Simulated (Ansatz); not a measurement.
Tc:
```xyz
4
Lattice="2.7238 0.0000 0.0000 -1.3619 2.3589 0.0000 0.0000 0.0000 8.7231" Properties=species:S:1:pos:R:3 pbc="T T T"
Tc     0.0000     0.0000     0.0000
Tc     0.0000     0.0000     4.3615
Tc     0.0000     1.5726     2.1808
Tc     1.3619     0.7863     6.5423
```

Relaxed with PBEsol. Special points in fractions of this cell's reciprocal vectors: Γ (0.000, 0.000, 0.000); M (0.500, 0.000, 0.000); K (0.333, 0.333, 0.000); A (0.000, 0.000, 0.500); L (0.500, 0.000, 0.500); H (0.333, 0.333, 0.500).

### Question
List the band energies nearest the Fermi level at these points for PBEsol (plane waves, PAW; program Ansatz).

### Answer
In eV from the Fermi level; about four levels below and three above (degenerate sets whole), none deeper than 8.9 eV; points with the same levels are listed once.

| k | below | above |
|---|---|---|
| Γ | -1.32 -1.32 -1.21 -1.21 | 0.26 0.26 1.00 1.00 |
| M | -2.46 -2.09 -1.53 -0.64 | 0.04 0.05 2.06 |
| K | -1.91 -1.91 -1.88 -0.14 -0.14 | 1.26 1.26 2.33 |
| A | -1.54 -1.54 -1.54 -1.54 -0.04 -0.04 | 0.73 0.73 0.73 0.73 |
| L | -1.52 -1.52 -0.08 -0.08 | 0.61 0.61 2.11 2.11 |
| H | -1.96 -1.96 -0.13 -0.13 | 0.80 0.80 2.50 2.50 |

Space group P6_3/mmc (dhcp (α-La type)). The first step of the workflow began from a Materials Project structure, measured or hypothetical. Its sites differ from those of the usual phase in this space group: another stacking or structure type. Symmetry was held in the PBEsol relaxation; its stability against distortions is not shown here. The run is not spin-polarised. Scalar-relativistic: spin–orbit coupling is off unless named, which matters more the heavier the elements.

Potentials: the later of the program's two PAW sets.
